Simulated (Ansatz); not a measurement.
**GeCl$_{2}$ (Fm-3m) at 2 levels of theory**

One geometry, relaxed with PBE; plane waves with PAW potentials in Ansatz, scalar-relativistic. No spin polarisation. Gaps are the least over mesh and band path; pressure is positive in compression.

Space group Fm-3m (No. 225). a = 6.619 Å, b = 6.619 Å, c = 6.619 Å, α = 90.00°, β = 90.00°, γ = 90.00°
```
atom  site  symmetry       x       y       z
  Ge    4a      m-3m  0.0000  0.0000  0.0000
  Cl    8c      -43m  0.2500  0.7500  0.7500
```

```json
{"level": "PBE", "cutoff (eV)": "420", "k mesh": "6×6×6", "gap (eV)": "2.62", "pressure (GPa)": "0.0"}
```

Task: What comes out on the same cell with r2SCAN?

Result:
| level | cutoff (eV) | k mesh | gap (eV) | pressure (GPa) |
| --- | --- | --- | --- | --- |
| r2SCAN | 500 | 6×6×6 | 2.89 | -0.9 |

Another cell of GeCl2 relaxed alike, in Fd-3m, lies 39 meV/atom lower, so this cell isn't the stable form at this level.

The structure comes from a generated guess; another structure or a mixture of phases may lie lower.
